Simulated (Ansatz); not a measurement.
ZrAg:
```xyz
4
Lattice="1.4569 -5.7996 0.0000 1.4569 5.7996 0.0000 0.0000 0.0000 4.7786" Properties=species:S:1:pos:R:3 pbc="T T T"
Zr     1.4569    -1.9042     1.1947
Ag     1.4569    -4.9873     1.1947
Zr     1.4569     1.9042     3.5840
Ag     1.4569     4.9873     3.5840
```

Relaxed with PBE. Special points in fractions of this cell's reciprocal vectors: Γ (0.000, 0.000, 0.000); Y (-0.500, 0.500, 0.000); C0 (-0.266, 0.734, 0.000); Σ0 (0.266, 0.266, 0.000); Z (0.000, 0.000, 0.500); A0 (0.266, 0.266, 0.500); E0 (-0.266, 0.734, 0.500); T (-0.500, 0.500, 0.500); S (0.000, 0.500, 0.000); R (0.000, 0.500, 0.500).

### Question
List the band energies nearest the Fermi level at these points for the program Ansatz at the PBE level (PAW).

### Answer
In eV from the Fermi level; about four levels below and three above (degenerate sets whole), none deeper than 8.9 eV; points with the same levels are listed once.

```tsv
k	below	above
Γ	-1.52 -1.43 -0.66 -0.35	0.88 2.19 3.44
Y	-1.29 -0.69 -0.48 -0.27	1.51 3.49 3.53
C0	-1.39 -1.01 -0.50 -0.30	0.65 1.08 1.58
Z	-1.35 -1.35 -0.11 -0.11	0.53 0.53 2.70 2.70
A0	-1.54 -1.54 -1.23 -1.23	0.20 0.20 1.20 1.20
T	-2.45 -2.45 -0.54 -0.54	0.88 0.88 2.63 2.63
S	-1.51 -1.40 -0.29 -0.16	0.38 0.97 1.40
R	-1.53 -1.53 -1.11 -1.11	0.16 0.16 0.99 0.99
```

Space group Cmcm. The start of the workflow was typed in or built on a structure type; neither database checked (COD, Materials Project) lists it. COD files the formula under space group No. 129, so this cell is another polymorph or a model. Whether it is the stable phase at ambient conditions was not checked. The PBE relaxation kept the symmetry of its start; its stability against distortions is not shown here. No spin polarisation was allowed. Scalar-relativistic: spin–orbit coupling is off unless named, which matters more the heavier the elements.

Potentials: the earlier of the program's two PAW sets.
